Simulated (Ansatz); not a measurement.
An Ansatz (a first-principles code) run. Input:

Ansatz 0.2 input:
```yaml
crystal:
  lattice:
    - [0.0, 3.363816094, 3.363816094]
    - [3.363816094, 0.0, 3.363816094]
    - [3.363816094, 3.363816094, 0.0]
  atoms:
    - { symbol: Se, position: [0.25, 0.25, 0.25] }
    - { symbol: Sn, position: [0.0, 0.0, 0.0] }
kpoints:
  mp_grid: { grid: [11, 11, 11] }
hamiltonian:
  xc: r2scan
  pseudopotentials: { kind: paw }
scf:
  occupations: { method: gaussian, width: 0.05 }
checkpoint: { read: metal.run }
output: { bader: true, populations: true }
```

Output (shortened):

```
Pseudopotential: Se, paw, valence charge 16
Pseudopotential: Sn, paw, valence charge 14
Functional definition: r2SCAN
Crystal: 2 atoms, lattice volume = 76.125 Å³
Basis set: ecut = 500 eV, 1917 PW (Γ), exchange–correlation on 144×144×144 points (64 copies of the dense FFT grid, shifted against one another)
Bands: 23, of which v1, the nominal top of the filled ones, is band 15 counted from 1 (14 counted from 0)
Symmetry: 24 space group operations
Space group: F-43m (ITA 216), of the structure as read, at distance tolerance 4.2e-5 Å
k-points: 56 of 1331 (time reversal used)
Stability of the state it starts from, as read at its close in the unpolarized treatment …
iter 1 solved again at ethr=2.05e-7 eV; its pass at ethr=3.10e-3 eV (dr2=6.16e-5 eV) is discarded
SCF iter   1: F=—  HF=-11516.999432 eV  |F-HF|=—  |Δ(HF+E_count)|=         —  Δρ=5.15e-7  dr2=8.30e-11  dr2_τ=1.41e-11  ethr=2.05e-7  ⟨swp⟩=3.0  Hψ=9721  notcnv=0
preconditioner: auto → none
SCF iter   2: F=-11516.999432 eV  HF=-11516.999432 eV  |F-HF|=1.09e-11  |Δ(HF+E_count)|=   3.12e-8  Δρ=2.89e-7  dr2=2.75e-11  dr2_τ=1.25e-11  ethr=1.00e-12  ⟨swp⟩=6.8  Hψ=5125  notcnv=0
SCF 1 converged in 2 iterations: F = -11516.999432 eV  dr2 = 2.75e-11
SCF converged after 2 iterations
Free energy (F): -11516.999432 eV
Harris-Foulkes:  -11516.999432 eV  (|F-HF|=1.09e-11)
Internal energy: -11516.999388 eV  (E = F + TS)
E sigma→0 (E₀):  -11516.999410 eV
Entropy (-TS):   -0.000044 eV (-0.022 meV/atom)
Fermi energy:    5.424841 eV
--- Per-component energies (eV) ---
  E_band       = -606.003864
  E_kinetic    = 302.111689
  E_local      = -4136.861447  (includes V_loc(G=0)·N_el)
  E_nonlocal   = -628.928393
  E_hartree    = 2102.477062
  E_xc         = -473.265848
  E_vxc        = -210.427440  (∫ρ·V_xc dr)
  E_paw        = -6079.209994  (= ΣΔE_a)
  E_vpaw       = -148.991617  (= ΣTr[D̂ρ^β])
  E_aug_tail   = -0.000211  (compensation charges beyond the density's cutoff)
  E_vtau       = 12.139493  (kinetic-family band-sum trace: ∫τ·v_τ [+ j·A + Jᵃ·Aᵃ] dr)
  E_ewald      = -2602.292795
  E_core_change = -1.029450  (= ΣΔE_core)
  E_smearing   = -0.000044  (= −TS)
  E_closure    =  0.000000  (closes the sum)
  Σ components = -11516.999432   (vs F -11516.999432, Δ=0.00e0)
  [band-id]    e_kinetic+e_local+e_nonlocal+2·e_hartree+e_vxc+e_vpaw+e_augmentation_tail+e_vtau = -606.003803   (vs E_band -606.003864, Δ=6.02e-5)
--- Band table (eV; the first three rows and the last of 56) ---
  k-point 0: bands = ["-43.0855", "-43.0855", "-43.0855", "-43.0834", "-43.0834", "-17.1802", "-17.1802", "-17.1802", "-17.1660", "-17.1660", "-8.5019", "0.0376", "2.8855", "2.8855", "2.8855", "6.9790", "6.9790", "6.9790", "10.3885", "13.2484", "13.2484", "14.3501", "14.3501"]
  k-point 1: bands = ["-43.0855", "-43.0855", "-43.0855", "-43.0834", "-43.0834", "-17.1805", "-17.1799", "-17.1799", "-17.1660", "-17.1660", "-8.4678", "-0.1921", "2.8342", "2.8342", "3.0130", "6.9593", "7.0703", "7.0703", "10.7338", "12.8784", "12.8784", "14.0065", "14.9807"]
  k-point 2: bands = ["-43.0855", "-43.0855", "-43.0855", "-43.0834", "-43.0834", "-17.1814", "-17.1791", "-17.1791", "-17.1659", "-17.1659", "-8.3728", "-0.7151", "2.7066", "2.7066", "3.2087", "7.0905", "7.2931", "7.2931", "11.4614", "12.5079", "12.5079", "13.6400", "16.1487"]
  k-point 55: bands = ["-43.0855", "-43.0855", "-43.0855", "-43.0834", "-43.0834", "-17.1868", "-17.1760", "-17.1733", "-17.1667", "-17.1647", "-7.8344", "-2.3058", "1.2705", "1.5659", "5.3375", "7.1155", "7.8136", "9.4923", "10.9831", "13.2577", "14.2392", "15.2721", "17.4100"]
--- Löwdin populations: 2 sites ---
  site symbol       q [e]
     0     Se     16.3836
     1     Sn     13.5571
  spilling = 0.001976 (of n_electrons = 30.000000)
--- Bader charges: 2 sites ---
  site symbol  charge [e]  shift [e]
     0     Se     -0.8878     0.0000
     1     Sn      0.8878     0.0000
  shift: an alarm, by how much a part of what the PAW files miss would move the charge. Where it is large, compare
  with a run on PAW files of another source; a small one proves nothing
  estimated error of the sums over rays = 1.4e-4 e
```

Cost: around 40 core-seconds (rough) on shared cores.

The start of the workflow was typed in or built on a structure type; neither database checked (COD, Materials Project) lists it. It is not the phase usual at ambient conditions (space group No. 62). Symmetry was held in the r²SCAN relaxation. At this level the phase is mechanically unstable. A small band overlap can be real or an error of a semilocal functional. Scalar-relativistic: spin–orbit coupling is off unless named, which matters more the heavier the elements.

Potentials: the later of the program's two PAW sets.

Ansatz is a plane-wave DFT program.
